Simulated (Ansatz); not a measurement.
Ansatz input

```yaml
crystal:
  lattice:
    - [-3.1290380422, 2.7030433489, 1.3768978117]
    - [2.7030433489, -3.1290380422, 1.3768978117]
    - [2.3556660947, 2.3556660947, -2.1571078726]
  atoms:
    - { symbol: Ru, position: [0.9802979356, 0.0197020644, 0.0], spin: 1.0 }
    - { symbol: Ru, position: [0.7697020644, 0.2302979356, 0.5], spin: 1.0 }
hamiltonian:
  xc: mr2scan
  pseudopotentials:
    kind: paw
    azcp:
      Ru: "pseudopotentials/Ru.paw.azcp"
basis:
  ecutwfc: 500
  fft_grid_basis: typed
kpoints:
  mp_grid: { grid: [19, 19, 13], shift: [0, 0, 0] }
magnetization:
  spin_polarized: true
scf:
  occupations: { method: fermi_dirac, width: 0.05 }
  lower_state_search: "off"
output:
  stress: true
```

Output

```
Engine: ansatz 0.2.0, x86_64-unknown-linux-gnu
Pseudopotentials: kind: paw
Pseudopotential: Ru, paw, valence charge 16, recommended cutoff 500 eV (meta_gga) 
Functional definition: m-r2SCAN
  exchange = m_r2scan_x
  correlation = m_r2scan_c
Crystal: 2 atoms, lattice volume = 32.474 Å³
Basis set: ecut = 500 eV, 813 PW (Γ), exchange–correlation on 128×128×120 points (64 copies of the dense FFT grid, shifted against one another)
Bands: 21, of which v1, the nominal top of the filled ones, is band 16 counted from 1 (15 counted from 0)
Symmetry: 4 space group operations
Space group: C2/c (ITA 15), of the structure as read, at distance tolerance 3.2e-5 Å
Magnetic group: BNS 15.85 (UNI 92), of the structure as read, at distance tolerance 3.2e-5 Å
k-points: 1240 of 4693
Non-local potential: Ru, projectors of the file, l = 0: 3, l = 1: 2, l = 2: 2, l = 3: 1
PAW form: soft (Blöchl's): semilocal exchange-correlation on the pseudo side does not see the compensation charge
PAW frozen core: Ru, regenerated for the run's functional (the file was generated under x = pbe(κ = 0.804, μ = 0.2195149727645171), c = pbe(β = 0.06672455060314922))
PAW one-centre angular grid: Ru, 590 points (default); XC on 160 Gauss nodes
Initial density: superposition of atomic densities (chi_scale 0.1, normalization cell)
Starting moments: Σ|m| = 2 μB on 2 of 2 sites
Initial wavefunctions: pseudopotential atomic-orbital guess
Functional: x = mr2scan, c = mr2scan; τ floored in thin density (d = 2e-4 eV/Å³)
SCF iter   1: F=-11778.958132 eV  HF=-11781.000535 eV  |F-HF|=2.04e0  |Δ(HF+E_count)|=         —  Δρ=9.33e-2 (↑9.33e-2 ↓3.14e-2)  dr2=3.54e0  dr2_τ=8.59e-2  dr2_m=6.58e-1  M=0.564 μB ∫|m|=0.564 μB  β_m=0.30  ethr=3.10e-3  ⟨swp⟩=5.2  Hψ=225898  notcnv=0
spin=Collinear: Kerker preconditioning applied to the charge; magnetization (m = ρ↑ − ρ↓) channel mixes plain (no charge-response kernel on spin).
SCF iter   2: F=-11779.873729 eV  HF=-11780.432172 eV  |F-HF|=5.58e-1  |Δ(HF+E_count)|=   5.68e-1  Δρ=6.32e-2 (↑6.32e-2 ↓2.38e-2)  dr2=1.43e0  dr2_τ=1.74e-2  dr2_m=3.63e-1  M=0.488 μB ∫|m|=0.489 μB  β_m=0.30  ethr=3.10e-3  ⟨swp⟩=2.9  Hψ=113762  notcnv=0  defer=322  κ⁻¹=1.0e0(r=1)
SCF iter   3: F=-11780.399901 eV  HF=-11780.262468 eV  |F-HF|=1.37e-1  |Δ(HF+E_count)|=   1.70e-1  Δρ=2.82e-2 (↑2.82e-2 ↓2.77e-2)  dr2=6.59e-2  dr2_τ=1.16e-2  dr2_m=2.10e-1  M=0.404 μB ∫|m|=0.405 μB  β_m=0.30  ethr=3.10e-3  ⟨swp⟩=2.8  Hψ=110682  notcnv=0  defer=322  κ⁻¹=9.2e-4(r=2)
SCF iter   4: F=-11780.409728 eV  HF=-11780.378479 eV  |F-HF|=3.12e-2  |Δ(HF+E_count)|=   1.16e-1  Δρ=2.61e-2 (↑1.62e-2 ↓2.61e-2)  dr2=3.92e-2  dr2_τ=2.86e-3  dr2_m=1.29e-1  M=0.322 μB ∫|m|=0.322 μB  β_m=0.30  ethr=2.06e-4  ⟨swp⟩=2.7  Hψ=118276  notcnv=0  defer=303  κ⁻¹=4.6e-4(r=3)
SCF iter   5: F=-11780.435672 eV  HF=-11780.398516 eV  |F-HF|=3.72e-2  |Δ(HF+E_count)|=   2.00e-2  Δρ=1.74e-2 (↑1.74e-2 ↓1.58e-2)  dr2=1.57e-3  dr2_τ=1.61e-3  dr2_m=8.19e-2  M=0.251 μB ∫|m|=0.252 μB  β_m=0.30  ethr=1.23e-4  ⟨swp⟩=2.0  Hψ=104136  notcnv=0  defer=300  κ⁻¹=9.3e-6(r=4)
SCF iter   6: F=-11780.439926 eV  HF=-11780.420030 eV  |F-HF|=1.99e-2  |Δ(HF+E_count)|=   2.15e-2  Δρ=1.45e-2 (↑1.18e-2 ↓1.45e-2)  dr2=3.68e-3  dr2_τ=7.81e-4  dr2_m=5.10e-2  M=0.198 μB ∫|m|=0.199 μB  β_m=0.30  ethr=4.90e-6  ⟨swp⟩=2.0  Hψ=115570  notcnv=0  defer=284  κ⁻¹=3.5e-6(r=5)
SCF iter   7: F=-11780.444615 eV  HF=-11780.430623 eV  |F-HF|=1.40e-2  |Δ(HF+E_count)|=   1.06e-2  Δρ=1.08e-2 (↑9.95e-3 ↓1.08e-2)  dr2=4.36e-4  dr2_τ=4.58e-4  dr2_m=3.21e-2  M=0.156 μB ∫|m|=0.157 μB  β_m=0.30  ethr=4.90e-6  ⟨swp⟩=2.6  Hψ=97588  notcnv=0  defer=278  κ⁻¹=1.2e-6(r=6)
...
iter 18 did not close the SCF: its close was put off for a magnetic moment that had not settled (scf_convergence_deferred on its scf_iter line)
SCF iter  18: F=-11780.450495 eV  HF=-11780.450495 eV  |F-HF|=1.07e-8  |Δ(HF+E_count)|=   7.16e-8  Δρ=8.30e-7 (↑8.30e-7 ↓7.03e-7)  dr2=4.40e-10  dr2_τ=6.07e-12  dr2_m=4.27e-11  M=0.000 μB ∫|m|=0.000 μB  β_m=0.30  ethr=5.44e-12  ⟨swp⟩=1.2  Hψ=154417  notcnv=0  κ⁻¹=1.5e-6(r=8)
SCF iter  19: F=-11780.450495 eV  HF=-11780.450495 eV  |F-HF|=5.60e-9  |Δ(HF+E_count)|=   5.37e-9  Δρ=5.45e-7 (↑5.45e-7 ↓3.84e-7)  dr2=1.38e-10  dr2_τ=2.01e-12  dr2_m=2.90e-11  M=0.000 μB ∫|m|=0.000 μB  ethr=1.37e-12  ⟨swp⟩=1.0  Hψ=137972  notcnv=0
WARN: the starting moments were not kept: the SCF closed with an absolute magnetisation of 2.6e-5 μB, where they sum to 2 μB in size (2 sites). That is at most 0.1 of that sum. Measured as dr2_m measures the in/out step, that magnetisation stands 1.4e-10 eV from none, at or under the dr2_threshold of 1.0e-7 eV: it is no larger than a step whose dr2_m would equal this threshold. The system may hold no moment; this SCF shows only that its start led to no more than that. To try another start: raise the starting moments (crystal.atoms[].spin, magnetization.per_species, magnetization.initial_magnetization, or on a non-collinear deck that types none of these the spinor_matrix: blocks that start its atoms; where the total moment is fixed, keep their sum and leave initial_magnetization as it is; typed ones take the place of any that the run laid by itself, positive ones on a crystal's lanthanoids without a Hubbard term where scf.initial_density.shell_occupations: [] is typed) or, if the notice of its spin-set hold's release reads "site moments contracting" or "site moments show no strong build", lengthen the hold (scf.mixing.spin_hold: { on: { confirm: 4 } }; for m-r²SCAN on two components see the key's manual first). Each may lead to a state that holds a moment. A second SCF, from the converged charge density, with the starting moments and any scf.initial_density.shell_occupations laid on it anew, would have followed, and was not run: the deck does not ask for one (magnetization.retry_lost_moments is false, the default). To let it run, set magnetization.retry_lost_moments: true and run the deck again, where that key's refused combinations let it; where memory then withholds it, that run's warning says so.
SCF 1 converged in 19 iterations: F = -11780.450495 eV  dr2 = 1.38e-10
this state was not tested for a lower state beside it, because the mixer in use, unlike msr1, does not test its closes by its own steps (another_mixer; see scf.mixing.algorithm and scf.lower_state_search)
SCF converged after 19 iterations
Magnetization: 0.0000 μB (16.0000 up, 16.0000 down)
Absolute magnetization: 0.0000 μB (∫|ρ↑−ρ↓|, with the PAW one-centre terms)
Spin contamination: 0.0000 ħ² per cell (⟨S²⟩ above its minimum at these occupations)
Per-site moments (μB) at R_I (Å): [(8.007327969348912e-6, 1.0877780057816617), (8.0073279692803e-6, 1.0877780057816617)]
Free energy (F): -11780.450495 eV
Harris-Foulkes:  -11780.450495 eV  (|F-HF|=5.60e-9)
Internal energy: -11780.437548 eV  (E = F + TS)
E sigma→0 (E₀):  -11780.444021 eV
Entropy (-TS):   -0.012948 eV (-6.474 meV/atom)
Fermi energy:    18.699709 eV
--- Per-component energies (eV) ---
  E_band       = -275.464852
  E_kinetic    = 1020.786745
  E_local      = -3032.986394  (includes V_loc(G=0)·N_el)
  E_nonlocal   = 686.415694
  E_hartree    = 999.054915
  E_xc         = -364.688237
  E_vxc        = -528.097380  (∫ρ·V_xc dr)
  E_paw        = -6957.795965  (= ΣΔE_a)
  E_vpaw       = -456.962776  (= ΣTr[D̂ρ^β])
  E_aug_tail   = 0.000174  (compensation charges beyond the density's cutoff)
  E_vtau       = 37.269053  (kinetic-family band-sum trace: ∫τ·v_τ [+ j·A + Jᵃ·Aᵃ] dr)
  E_ewald      = -4130.602569
  E_core_change = -0.621911  (= ΣΔE_core)
  E_smearing   = -0.012948  (= −TS)
  E_closure    = 0.000000  (closes the sum)
  Σ components = -11780.450495   (vs F -11780.450495, Δ=0.00e0)
--- Stress (GPa, compression-positive) ---
      -26.851085       0.055719      -0.579415
        0.055719     -26.851085      -0.579415
       -0.579415      -0.579415     -23.170978
  P = ⅓ Tr σ = -25.6244 GPa (-256.244 kbar)
```

Launched by

```sh
ansatz run input.yaml --threads 2 --pin off --max-ram 6144MiB --backend cpu --events-out ev --progress --plain --runs-dir out
```

On 2 threads of AMD EPYC 7R43 64-Core Processor (Zen 3) (shared host) this took about 150 s of wall time and 300 s of CPU time, with 1.7 GiB at the peak.
